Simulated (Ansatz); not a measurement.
Relaxed GaP (zinc blende):

```yaml
crystal:
  lattice:
    - [0.00000, 5.50603, 5.50603]
    - [2.75302, 0.00000, 2.75302]
    - [2.75302, 2.75302, 0.00000]
  atoms:
    - { symbol: P, position: [0.37500, 0.75000, 0.75000] }
    - { symbol: P, position: [0.87500, 0.75000, 0.75000] }
    - { symbol: Ga, position: [0.00000, 0.00000, 0.00000] }
    - { symbol: Ga, position: [0.50000, 0.00000, 0.00000] }
```

The atoms are displaced by Q × the pattern below (from a DFPT mode at L = (0.5, 0.0, 0.0), largest move 1; Q in Å), at fixed cell. It is one choice among 2 degenerate patterns. (q is in reciprocal vectors of the primitive cell; the cell shown is doubled to hold the pattern.)

```json
[
 {"atom": "P1", "x": "-0.285", "y": "0.520", "z": "-0.805"},
 {"atom": "P2", "x": "0.285", "y": "-0.520", "z": "0.805"},
 {"atom": "Ga3", "x": "-0.112", "y": "0.203", "z": "-0.315"},
 {"atom": "Ga4", "x": "0.112", "y": "-0.203", "z": "0.315"}
]
```

Computed with PBE (plane waves to 420 eV, PAW, scalar-relativistic; Ansatz, a quantum-chemistry and plane-wave program). k mesh 5×10×10 (Γ-centred), Fermi-Dirac smearing 0.05 eV. The energy includes the smearing's −TS. GaP was relaxed with its symmetry unable to fall. The zero of ΔE is the undisplaced structure.

```
Q (Å)    ΔE (meV/cell)
-------  -------------
-0.1000          179.5
-0.0833          124.5
-0.0667       withheld
-0.0500           44.7
-0.0333           19.9
-0.0167            5.0
0.0000             0.0
0.0167             5.0
0.0333            19.9
0.0500            44.7
0.0667        withheld
0.0833           124.5
0.1000           179.5
```

**Question.** Fit an even polynomial form (powers 2, 4) to the given rows and predict ΔE at Q = -0.0667.

**Answer.** Least squares on the 11 given rows: ΔE = (17900)·Q² + (5348)·Q⁴, in meV/cell with Q in Å; root-mean-square residual 0.05 meV/cell. At -0.0667 the fit gives 79.7 meV/cell; the calculation gives 79.6 meV/cell, so the interpolation is off by 0.1 (+0.1 %). The quadratic term alone would give 79.6 meV/cell.

(For displaced atoms, the force is minus the slope of the energy, and its curvature is a force constant, which sets phonon frequencies.)
